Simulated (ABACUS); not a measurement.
Worked example: self-consistent single point of GePt (Pnma, 8 atoms in the cell; from Materials Project mp-542640) in ABACUS.

Level of theory: LDA (PW92), PseudoDojo 0.4 standard norm-conserving LDA (tails mended) pseudopotentials (plane waves; ABACUS).

```xyz
8
Lattice="5.7560 0.0000 0.0000 0.0000 3.7300 0.0000 0.0000 0.0000 6.1116" Properties=species:S:1:pos:R:3 pbc="T T T"
Ge     4.6850     2.7975     3.5937
Ge     1.0710     0.9325     2.5179
Ge     3.9490     0.9325     0.5379
Ge     1.8070     2.7975     5.5737
Pt     0.0106     2.7975     1.1778
Pt     5.7454     0.9325     4.9338
Pt     2.8674     0.9325     4.2335
Pt     2.8887     2.7975     1.8780
```

Reference input (self-consistent single point, DFT, LDA (PW92), plane waves, PseudoDojo 0.4 standard norm-conserving LDA (tails mended) pseudopotentials): KPT = Gamma 3 4 3 0.5 0.5 0.5; basis_type = pw; dft_functional = PWLDA; ecutwfc = 84 Ry; smearing_method = fd; smearing_sigma = 0.00367493 Ry; potentials = PseudoDojo 0.4 standard norm-conserving LDA (tails mended); symmetry = 1; symmetry_prec = 1e-05; ks_solver = dav_subspace; scf_nmax = 100; scf_thr = 1.0e-09 Ry. This run's input differs from it in these lines:

```diff
@@ -6,3 +6,3 @@
 dft_functional       PWLDA
-ecutwfc              84.0
+ecutwfc              58.8
 symmetry             1
```

Log, with long lists cut:

```
 SELF-CONSISTENT
 -------------------------------------------
                                 init_chg = atomic

 PW ALGORITHM --------------- ION=   1  ELEC=   1--------------------------------

 Notice: Threshold on eigenvalues was too large.

 Density error is 0.56421705623
                          Error Threshold = 0.000441302002641
 E_KohnSham     -1759.2909177246     -23936.3809207037
 E_Fermi        1.3608567986         18.5154066228

 PW ALGORITHM --------------- ION=   1  ELEC=   2--------------------------------

 Density error is 0.071791795773
                          Error Threshold = 0.00044079457518
   [... lines left out ...]

 Density error is 1.04086618497e-08
                          Error Threshold = 2.06039616957e-10
 E_KohnSham     -1759.4084804952     -23937.9804442563
 E_Fermi        1.3189478166         17.9452056704

 PW ALGORITHM --------------- ION=   1  ELEC=   9--------------------------------

 Density error is 9.42759394376e-10
                          Error Threshold = 8.1317670701e-12
 E_KohnSham     -1759.4084804968     -23937.9804442785
 E_KS(sigma->0) -1759.4078462393     -23937.9718147626
 E_entropy(-TS) -0.0012685150        -0.0172590320
 E_Fermi        1.3189513709         17.9452540287
 charge density convergence is achieved
 final etot is -23937.980444 eV
 EFERMI = 17.945254029 eV

 STATE ENERGY(eV) AND OCCUPATIONS    NSPIN == 1
   [... 74 lines left out ...]

 TOTAL-FORCE (eV/Angstrom)
                       Ge1         0.0036412114         0.0000000000         0.0090535434
                       Ge2        -0.0036412114         0.0000000000        -0.0090535434
                       Ge3        -0.0036412114         0.0000000000         0.0090535434
                       Ge4         0.0036412114         0.0000000000        -0.0090535434
                       Pt1         0.0022480949         0.0000000000         0.0213287534
                       Pt2        -0.0022480949         0.0000000000        -0.0213287534
                       Pt3        -0.0022480949         0.0000000000         0.0213287534
   [... lines left out ...]

 TOTAL-STRESS (KBAR)
      -486.3478423120        -0.0000000000         0.0000000000
         0.0000000000      -497.4322337245         0.0000000000
         0.0000000000         0.0000000000      -487.1358845104
 TOTAL-PRESSURE: -490.305320 KBAR

 --------------------------------------------
 !FINAL_ETOT_IS -23937.9804442785498395 eV
 --------------------------------------------
```

The run converged in 9 iterations. Against the reference run the free energy goes up by 458 meV/atom, the pressure goes from -5.70 to -49.03 GPa and the largest force goes from 0.030 to 0.021 eV/Å.

This run is one point of a test of settings, so its values need not be converged; read them against the reference run alone. The structure comes from a collection of computed structures, made at another level of theory; the collection holds predicted forms beside known ones. No clean gap shows at this smearing width and mesh (spacing up to 0.42 Å⁻¹); the mesh is coarse for partly filled bands, so the values carry mesh errors.

Cost on one core: about 70 core-seconds (a rough figure).

At a cut-down plane-wave cutoff the stress holds a Pulay term: a spurious tension from the incomplete basis, which lowers the pressure; energies, forces and gaps of such rows are unconverged too.

“Tails mended”: in these copies of the files the far tail of each local potential was reset to the Coulomb form.
